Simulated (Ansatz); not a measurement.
## GdNi2B2C: what a change of hamiltonian.xc does

Computed with the plane-wave PAW code Ansatz (scalar-relativistic, PAW set soft_2): PBEsol, collinear spin, 420 eV cutoff, k-mesh 2×2×2. These are the settings of the reference run.

Cell:

```
cell
1.0
     5.8868    0.0000    0.0000
     0.0000    5.8868    0.0000
     0.0000    0.0000    5.8868
B C Gd Ni
6 3 3 6
Direct
  0.9420 0.4343 0.9269
  0.0138 0.8056 0.2377
  0.5691 0.8480 0.8989
  0.9612 0.1739 0.5203
  0.6823 0.9666 0.1520
  0.5373 0.0336 0.6865
  0.0880 0.5903 0.1036
  0.0917 0.0263 0.3480
  0.0213 0.3539 0.6990
  0.6358 0.5320 0.5206
  0.3662 0.2879 0.9932
  0.1588 0.8071 0.7047
  0.7515 0.6434 0.0911
  0.8533 0.2450 0.2072
  0.4533 0.0660 0.3774
  0.8262 0.1039 0.8306
  0.1338 0.4706 0.4103
  0.3640 0.7432 0.1585
```

The reference run of this cell is solved again as a single point with these keys changed:

| key | reference run | changed run |
| --- | --- | --- |
| hamiltonian.xc | pbesol | lda |

Problem. How far do the results move?

Solution. 

```
               quantity  reference run  changed run
         pressure (GPa)            1.3         -3.8
   largest force (eV/Å)           1.26         1.28
   gap on the mesh (eV)           0.00         0.00
moment of the cell (μB)          21.11        21.00
```

The Hamiltonian isn't the same, so energies aren't compared. It took 39 iterations.

Caveats: the reference run: Gd without a U keeps its half-filled shell, but its 4f levels lie too near the Fermi level; the reference run: open f or d shells may hold a state above the lowest; a single point, atoms not relaxed again.
